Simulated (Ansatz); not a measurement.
**Fields on a plane of SnCl2 (space group Pnma)**

```xyz
12
Lattice="7.4765 0.0000 0.0000 0.0000 4.2852 0.0000 0.0000 0.0000 8.9367" Properties=species:S:1:pos:R:3 pbc="T T T"
Sn     5.7265     3.2139     5.2260
Sn     1.7501     1.0713     3.7107
Sn     5.4883     1.0713     0.7577
Sn     1.9882     3.2139     8.1790
Cl     3.8946     1.0713     7.5334
Cl     3.5819     3.2139     1.4034
Cl     7.3201     3.2139     3.0650
Cl     0.1564     1.0713     5.8717
Cl     1.0590     1.0713     0.6969
Cl     6.4175     3.2139     8.2398
Cl     2.6792     3.2139     5.1652
Cl     4.7973     1.0713     3.7715
```

The slice is a (1 0 -1) plane (indices of the conventional cell) through the point (0.766, 0.750, 0.585) (fractional), spanned by u = [010] and v = [101] in vectors of this cell: u (4.29 Å) and v (11.65 Å, at 90° to u). It covers one period; positions are fractions (u, v).

Atoms on it: Sn at (0.00, 0.00); Cl at (0.50, 0.85), 0.2 Å off the plane. Other atoms lie within 1 Å of the plane.

Method: LDA (plane waves to 420 eV, PAW, scalar-relativistic; Ansatz, a quantum-chemistry and plane-wave program). k mesh 4×6×3. These are valence fields of a PAW run, semicore shells included where kept as valence: close to a nucleus they are smooth pseudo fields. SnCl2 was relaxed with its symmetry unable to fall. The relaxed volume of SnCl2 is well below the measured one.

```tsv
v \ u	0.00	0.11	0.22	0.33	0.44	0.56	0.67	0.78	0.89
0.88	0.14	0.13	0.55	0.86	x	x	0.86	0.55	0.13
0.75	0.13	0.06	0.04	0.30	0.62	0.62	0.30	0.04	0.06
0.62	0.88	0.86	0.66	0.10	0.02	0.02	0.10	0.66	0.86
0.50	0.12	0.09	0.15	0.67	0.84	0.84	0.67	0.15	0.09
0.38	0.35	0.29	0.20	0.48	0.76	0.76	0.48	0.20	0.29
0.25	0.33	0.21	0.05	0.04	0.13	0.13	0.04	0.05	0.21
0.12	0.18	0.13	0.11	0.50	0.76	0.76	0.50	0.11	0.13
0.00	x	x	0.37	0.17	0.06	0.06	0.17	0.37	x
```

Values: electron localisation function (ELF). Points within 0.5 Å of a nucleus are blanked (x), as the pseudised field means little there.

```
|xx =**= x|
|x :.xx.: |
|=++xxxx++|
|%%*xxxx*%|
|@@%:xx:%@|
|@@@%##%@@|
|#%@@@@@@%|
|x:%@@@@%:|
|xx#@@@@#x|
|x=%@@@@%=|
|##@@%%@@#|
|+*#+xx+#*|
|  =xxxx= |
|x :.xx.: |
|  -*--*- |
| :*%@@%*:|
|*#%@@@@%#|
|%%@@@@@@%|
|%@@@%%@@@|
|%%@#==#@%|
|=+##==##+|
|x -####- |
|xx +%%+ x|
|xxx=%%=xx|
```
Scale: ten equal steps from -2.00 (start of ' ') to 6.52 (end of '@'), in the order ' .:-=+*#%@'. Values: electrostatic potential energy of an electron, from the cell's mean, in eV. The map has 9 points along u (one character each, u = 0 at the left) and 24 along v (v = 0 in the bottom row). Points within 1 Å of a nucleus are blanked (x), as the pseudised field means little there. Values under -2 eV are set to -2. The zero, the cell's mean, hangs on the PAW cores.
